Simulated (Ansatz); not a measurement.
Rough cost of magnetic runs on FeRe (P-6m2) in Ansatz 0.2.0, 2 threads of AMD EPYC 7R43 64-Core Processor (Zen 3), on a shared host.

```
CELL_PARAMETERS angstrom
2.68871 0.00000 0.00000
-1.34436 2.32849 0.00000
0.00000 0.00000 4.13993
ATOMIC_POSITIONS crystal
Fe 0.66667 0.33333 0.50000
Re 0.33333 0.66667 0.00000
```

| run | functional, mesh | k points solved | bands | iterations | wall time (s) | peak memory (GiB) |
| --- | --- | --- | --- | --- | --- | --- |
| PAW: spiral at 0.8 of the way from Γ to K | LDA, 15×15×6 | 452 | 40 | 27 | 180 | 1.1 |
| PAW: spiral at 0.4 of the way from Γ to K | LDA, 15×15×6 | 452 | 40 | 25 | 160 | 1 |
| PAW: spiral at 0.2 of the way from Γ to K | LDA, 15×15×6 | 452 | 40 | 22 | 120 | 1 |
| PAW: spiral at 0.6 of the way from Γ to K | LDA, 15×15×6 | 452 | 40 | 27 | 170 | 1.1 |
| PAW: free moments from the typed start | LDA, 15×15×6 | 108 | 22 | 22 | 16 | 0.46 |
| LAPW: spiral at 0.2 of the way from Γ to K | LDA, 15×15×6 | 452 | 74 | 25 | 2100 | 4.5 |
| PAW: spiral at 1 of the way from Γ to K | LDA, 15×15×6 | 452 | 40 | 33 | 280 | 1.1 |
| LAPW: spiral at q = 0 | LDA, 15×15×6 | 108 | 74 | 25 | 500 | 1.3 |
| PAW: spiral at q = 0 | LDA, 15×15×6 | 108 | 40 | 22 | 33 | 0.52 |

Question: Roughly how much dearer is an iteration by LAPW than by PAW among the runs with the first row's mesh and spin treatment (non-collinear)?

Answer: About 13 times (medians of wall time over iterations; times from a shared host are rough).
